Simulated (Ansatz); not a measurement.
P (black-P type, space group Cmce)

```yaml
crystal:
  lattice:
    - [1.65108, -5.34538, 0.00000]
    - [1.65108, 5.34538, 0.00000]
    - [0.00000, 0.00000, 4.46666]
  atoms:
    - { symbol: P, position: [0.40092, 0.59908, 0.58510] }
    - { symbol: P, position: [0.59908, 0.40092, 0.41490] }
    - { symbol: P, position: [0.90092, 0.09908, 0.91490] }
    - { symbol: P, position: [0.09908, 0.90092, 0.08510] }
```

In this cell atom 2 (P, nearest neighbour P at 2.213 Å; its periodic images, 3.3 Å or more away, move with it) is moved by s along Cartesian z, unit vector (0.000, 0.000, 1.000); all other atoms and the cell stay fixed.

Calculation: r2SCAN+rVV10 (plane waves to 500 eV, PAW, scalar-relativistic; Ansatz, an electronic-structure program). k mesh 8×8×6 (Γ-centred), Fermi-Dirac smearing 0.05 eV. E stands for the smeared free energy. With partly filled bands, energies and forces of such displacements shift with the k mesh and the smearing. P was relaxed with its symmetry unable to fall. ΔE is measured from the undisplaced structure.

The scan covers s from -0.440 to 0.440 Å in 11 points.

Is this a single well or a double well?

A single well with its minimum at or next to zero displacement.

Is the energy the same for displacements of ±0.440 Å, and if not, which side lies higher?

Not even: the negative side lies higher at ±0.440 Å. With its periodic images moving along, the atom's site symmetry in this cell is m.

What is the energy change at s = 0.440 Å?

997 meV/cell.

What is the force constant k = d²E/ds² of this move at s = 0?

14.0 eV/Å².

(For displaced atoms, the force is minus the slope of the energy, and its curvature is a force constant, which sets phonon frequencies.)
